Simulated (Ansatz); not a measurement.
Computed with DFT r2SCAN, scalar-relativistic, plane waves, PAW (Ansatz 0.2.0).

Structure of Ba₂Bi₃:

```
Ba Bi
1.0
    -2.40719    3.98779    5.12542
     2.40719   -3.98779    5.12542
     2.40719    3.98779   -5.12542
Ba Bi
2 3
Cartesian
  0.0000 3.9878 2.2976
  2.4072 0.0000 2.8278
  0.0000 0.0000 0.0000
  0.0000 1.6263 5.1254
  2.4072 2.3615 0.0000
```

Cutoff 500 eV; k points 10×10×10 on the computed 5-atom cell (Γ-centred); Gaussian smearing, width 0.10 eV; no spin polarisation.

Levels along Γ–X–F2 | Σ0–Γ–Y0 | U0–X | Γ–R–W–S–Γ–T–W, in eV from the Fermi level, sorted by energy at each point. Points in fractions of the primitive reciprocal vectors: Γ (0.000 0.000 0.000), X (0.500 0.500 -0.500), F2 (0.305 0.695 -0.305), Σ0 (-0.305 0.305 0.305), Y0 (0.401 -0.401 0.401), U0 (0.599 0.401 -0.401), R (0.000 0.500 0.000), W (0.250 0.250 0.250), S (0.500 0.000 0.000), T (0.000 0.000 0.500).
```
point k (1/Å, with 2π) band 29  band 30  band 31  band 32  band 33  band 34  band 35
    Γ             0.000    -1.69    -1.64    -0.93    -0.89    -0.50     0.53     1.38
    -             0.088    -1.79    -1.56    -0.93    -0.90    -0.48     0.67     1.29
    -             0.175    -1.93    -1.37    -0.96    -0.90    -0.42     0.97     1.08
    -             0.263    -2.03    -1.10    -1.03    -0.87    -0.32     0.83     1.31
    -             0.350    -2.11    -1.10    -0.84    -0.77    -0.20     0.62     1.59
    -             0.438    -2.17    -1.16    -0.82    -0.39    -0.07     0.45     1.65
    -             0.525    -2.10    -1.21    -0.80    -0.03     0.03     0.35     1.45
    X             0.613    -2.07    -1.22    -0.80     0.07     0.15     0.32     1.29
    -             0.686    -1.71    -1.22    -0.94     0.09     0.09     0.31     1.34
    -             0.758    -1.36    -1.27    -1.22    -0.07     0.14     0.36     1.48
    -             0.831    -1.68    -1.22    -1.20    -0.30     0.24     0.55     1.69
    -             0.904    -2.08    -1.22    -1.22    -0.55     0.38     0.91     1.95
    -             0.976    -2.45    -1.34    -1.22    -0.79     0.56     1.30     2.07
    -             1.049    -2.55    -1.47    -1.23    -1.02     0.77     1.60     2.10
   F2             1.122    -2.28    -1.60    -1.23    -1.22     1.00     1.67     2.19
   Σ0             1.122    -2.28    -1.60    -1.23    -1.22     1.00     1.67     2.19
    -             1.235    -1.87    -1.75    -1.46    -1.23     1.36     1.41     2.19
    -             1.349    -1.79    -1.67    -1.49    -1.20     1.06     1.55     2.40
    -             1.463    -1.73    -1.73    -1.34    -1.14     0.78     1.48     1.91
    -             1.577    -1.74    -1.62    -1.35    -1.05     0.63     1.16     1.34
    -             1.690    -1.73    -1.61    -1.47    -0.97     0.65     0.69     0.94
    -             1.804    -1.70    -1.59    -1.45    -0.91     0.03     0.60     1.12
    Γ             1.918    -1.69    -1.64    -0.93    -0.89    -0.50     0.53     1.38
    -             2.008    -1.76    -1.68    -0.80    -0.66    -0.56     0.60     1.44
    -             2.099    -2.02    -1.66    -0.72    -0.60    -0.20     0.81     1.58
    -             2.189    -2.32    -1.62    -0.90    -0.38     0.22     0.94     1.47
    -             2.279    -2.15    -1.57    -1.05    -0.15     0.44     0.79     1.55
    -             2.370    -2.02    -1.49    -1.08     0.05     0.13     1.03     1.68
    -             2.460    -1.99    -1.40    -0.92    -0.23     0.17     1.27     1.52
   Y0             2.550    -2.02    -1.31    -0.59    -0.52     0.19     1.07     1.37
   U0             2.550    -2.02    -1.31    -0.59    -0.52     0.19     1.07     1.37
    -             2.573    -2.03    -1.29    -0.59    -0.49     0.19     0.95     1.37
    -             2.595    -2.04    -1.27    -0.64    -0.39     0.18     0.83     1.36
    -             2.617    -2.05    -1.25    -0.69    -0.29     0.17     0.71     1.34
    -             2.639    -2.06    -1.24    -0.74    -0.18     0.16     0.59     1.32
    -             2.661    -2.06    -1.23    -0.77    -0.07     0.15     0.47     1.30
    -             2.684    -2.07    -1.22    -0.79     0.02     0.15     0.37     1.29
    X             2.706    -2.07    -1.22    -0.80     0.07     0.15     0.32     1.29
    Γ             2.706    -1.69    -1.64    -0.93    -0.89    -0.50     0.53     1.38
    -             2.809    -1.72    -1.59    -1.33    -0.91    -0.09     0.61     1.18
    -             2.912    -1.85    -1.63    -1.47    -0.96     0.43     0.73     1.03
    -             3.015    -2.02    -1.50    -1.30    -1.04     0.65     0.84     1.38
    -             3.118    -2.16    -1.45    -1.20    -1.11     0.73     1.10     1.85
    -             3.221    -2.22    -1.43    -1.28    -1.18     1.01     1.21     2.27
    -             3.324    -2.18    -1.47    -1.41    -1.22     1.23     1.38     2.40
    R             3.427    -2.14    -1.55    -1.42    -1.24     1.23     1.61     2.38
    -             3.483    -2.08    -1.55    -1.45    -1.21     0.85     1.91     2.31
    -             3.539    -1.94    -1.54    -1.50    -1.15     0.31     1.93     2.09
    -             3.596    -1.75    -1.55    -1.53    -1.08    -0.23     1.73     1.78
    -             3.652    -1.65    -1.52    -1.48    -1.00    -0.76     1.45     1.54
    -             3.708    -1.67    -1.55    -1.32    -1.24    -0.91     1.15     1.39
    -             3.764    -1.84    -1.69    -1.42    -1.22    -0.80     0.92     1.30
    W             3.821    -2.20    -1.70    -1.44    -1.19    -0.75     0.82     1.27
    -             3.914    -2.20    -1.70    -1.55    -1.08    -0.68     0.91     1.33
    -             4.007    -2.24    -1.72    -1.67    -0.90    -0.45     1.14     1.50
    -             4.100    -2.36    -1.78    -1.64    -0.72    -0.12     1.37     1.76
    -             4.194    -2.45    -1.86    -1.51    -0.52     0.27     1.50     1.83
    -             4.287    -2.38    -1.95    -1.35    -0.33     0.61     1.38     1.48
    -             4.380    -2.26    -2.02    -1.20    -0.18     0.64     1.08     1.52
    S             4.473    -2.20    -2.06    -1.13    -0.12     0.57     0.94     1.72
    -             4.545    -2.17    -2.10    -1.08    -0.18     0.52     0.95     1.68
    -             4.616    -2.15    -2.09    -0.96    -0.31     0.35     1.01     1.58
    -             4.687    -2.06    -1.98    -0.81    -0.47     0.08     1.05     1.48
    -             4.758    -1.94    -1.86    -0.68    -0.63    -0.23     0.94     1.42
    -             4.830    -1.81    -1.75    -0.76    -0.58    -0.54     0.76     1.39
    -             4.901    -1.72    -1.67    -0.85    -0.81    -0.52     0.59     1.38
    Γ             4.972    -1.69    -1.64    -0.93    -0.89    -0.50     0.53     1.38
    -             5.081    -1.70    -1.65    -1.20    -0.86    -0.12     0.61     1.22
    -             5.190    -1.73    -1.66    -1.25    -0.83     0.03     0.85     1.25
    -             5.299    -1.76    -1.67    -1.17    -0.83    -0.35     1.19     1.74
    -             5.408    -1.75    -1.67    -1.18    -0.92    -0.76     1.59     1.94
    -             5.517    -1.71    -1.67    -1.50    -1.07    -0.85     1.52     2.08
    -             5.626    -1.90    -1.68    -1.60    -1.26    -0.81     1.17     2.36
    T             5.734    -2.18    -1.68    -1.45    -1.45    -0.78     1.03     2.44
    -             5.778    -2.19    -1.68    -1.45    -1.44    -0.78     1.02     2.24
    -             5.822    -2.19    -1.68    -1.45    -1.40    -0.77     0.98     2.00
    -             5.866    -2.19    -1.68    -1.45    -1.35    -0.77     0.94     1.77
    -             5.910    -2.19    -1.69    -1.45    -1.30    -0.76     0.89     1.57
    -             5.953    -2.20    -1.69    -1.44    -1.24    -0.76     0.85     1.42
    -             5.997    -2.20    -1.70    -1.44    -1.21    -0.75     0.83     1.31
    W             6.041    -2.20    -1.70    -1.44    -1.19    -0.75     0.82     1.27
```

Spin-orbit coupling is left out, which matters for the bands of heavy elements.